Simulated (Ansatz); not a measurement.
Space group Cmmm (No. 65). a = 6.858 Å, b = 6.910 Å, c = 3.228 Å, α = 90.00°, β = 90.00°, γ = 90.00°
| atom | site | symmetry | x | y | z |
| --- | --- | --- | --- | --- | --- |
| Hf | 2a | mmm | 0.0000 | 0.0000 | 0.0000 |
| Sn | 2c | mmm | 0.5000 | 0.0000 | 0.5000 |
| O | 4h | 2mm | 0.1944 | 0.0000 | 0.5000 |
| O | 4i | m2m | 0.5000 | 0.8057 | 0.0000 |

Equation of state of this HfSnO₄ structure (not necessarily the ground state), with shape and atoms relaxed at each volume where symmetry leaves them free. Computed with DFT PBE, scalar-relativistic, plane waves, PAW (Ansatz).

Settings: cutoff 420 eV, Γ-centred mesh 6×6×8 on the computed 6-atom cell, Gaussian smearing of 0.02 eV; no spin polarisation.

| V (Å³/atom) | E − E(largest V) (meV/atom) | P (GPa) | gap on mesh (eV) |
| --- | --- | --- | --- |
| 11.217 | 76.03 | 32.22 | 3.15 |
| 11.600 | 11.71 | 21.99 | 2.89 |
| 11.982 | -30.17 | 13.35 | 2.64 |
| 12.364 | -53.14 | 6.08 | 2.40 |
| 12.747 | -60.12 | -0.01 | 2.16 |
| 13.129 | -53.87 | -5.09 | 1.94 |
| 13.512 | -36.60 | -9.25 | 1.73 |
| 14.022 | 0.00 | -13.56 | 1.47 |

**Question.** Fit a third-order Birch–Murnaghan equation, E = E0 + (9V0B0/16)·[(x − 1)³B0' + (x − 1)²(6 − 4x)] with x = (V0/V)^(2/3), to E(V).

**Answer.** V0 = 12.75 Å³/atom, B0 = 183 GPa, B0' = 5.0.

Spin-orbit coupling is left out, which matters for the bands of heavy elements.

The cell was found from a structure generator's guess, not taken from experiment.
